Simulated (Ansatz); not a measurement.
A distorted cell of Bi2Te3 (Bi2Te3 type, space group R-3m):

```xyz
5
Lattice="2.2215 1.2826 10.6333 -2.2215 1.2826 10.6333 0.0000 -2.5652 10.6333" Properties=species:S:1:pos:R:3 pbc="T T T"
Bi     0.0000     0.0000    12.7646
Bi     0.0000     0.0000    19.1354
Te     0.0000     0.0000     0.0000
Te     0.0000     0.0000     6.6784
Te     0.0000     0.0000    25.2216
```

These are PBE-D3(BJ) (plane waves to 420 eV, PAW, scalar-relativistic; Ansatz, a first-principles code) values and carry that method's errors. k mesh 9×9×9 (Γ-centred), Fermi-Dirac smearing 0.05 eV. E stands for the smeared free energy. Stress and pressure are positive under compression. As the atoms are clamped, bonds stretch with the cell, which overstates energies and stresses. Bi2Te3 was relaxed with its symmetry unable to fall. Spin-orbit coupling is left out, though Bi and Te are heavy. The PAW data are Ansatz's earlier set.

Problem. What is the stress tensor (GPa)?

Solution. 
```
  -2.97     0.00     0.00
   0.00    -2.97     0.00
   0.00     0.00    -4.46
```
The pressure, a third of the trace, is -3.46 GPa.

Problem. It is the relaxed cell deformed to V/V₀ = 1.080, (c/a)/(c/a)₀ = 1.040, c along z, fractional positions held. What is its energy relative to the relaxed cell?

Solution. 35.6 meV/atom.

(A scan under strain: stresses follow from slopes of the energy per volume, elastic moduli from its curvatures.)
